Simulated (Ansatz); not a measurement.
TiC (rock salt)

```yaml
crystal:
  lattice:
    - [0.00000, 2.14648, 2.14648]
    - [2.14648, 0.00000, 2.14648]
    - [2.14648, 2.14648, 0.00000]
  atoms:
    - { symbol: C, position: [0.00000, 0.00000, 0.00000] }
    - { symbol: Ti, position: [0.50000, 0.50000, 0.50000] }
```

In each cell atom 2 (Ti, nearest neighbour C at 2.146 Å; its periodic images, 3.0 Å or more away, move with it) moves by s·(-1.000, 0.000, 0.000) (towards the nearest neighbour), the rest being held.

Level of theory: PBEsol (plane waves to 420 eV, PAW, scalar-relativistic; Ansatz, an electronic-structure program). k mesh 15×15×15 (Γ-centred), Fermi-Dirac smearing 0.05 eV. E stands for the smeared free energy. Left out: 2 of 11 points, with atoms too close for the PAW data. With partly filled bands, energies and forces of such displacements shift with the k mesh and the smearing. The PAW data are Ansatz's earlier set. TiC is run without spin polarisation. TiC was relaxed with its symmetry unable to fall. ΔE is measured from the undisplaced structure.

Successive frames, forces in eV/Å:

| frame | ΔE (meV/cell) | F on C1 | F on Ti2 |
|---|---|---|---|
| s = -0.086 Å | 38 | (0.857, 0.000, 0.000) | (-0.857, 0.000, 0.000) |
| s = 0.000 Å | 0 | (0.000, 0.000, 0.000) | (0.000, 0.000, 0.000) |
| s = 0.086 Å | 38 | (-0.857, 0.000, 0.000) | (0.857, 0.000, 0.000) |
| s = 0.172 Å | 150 | (-1.809, 0.000, 0.000) | (1.809, 0.000, 0.000) |

### Question
What are the energy and the forces in the next frame, s = 0.258 Å?

### Answer
ΔE (meV/cell) = 357.

```json
[
 {"atom": "C1", "Fx": "-3.060", "Fy": "0.000", "Fz": "0.000"},
 {"atom": "Ti2", "Fx": "3.060", "Fy": "0.000", "Fz": "0.000"}
]
```

(For displaced atoms, the force is minus the slope of the energy, and its curvature is a force constant, which sets phonon frequencies.)
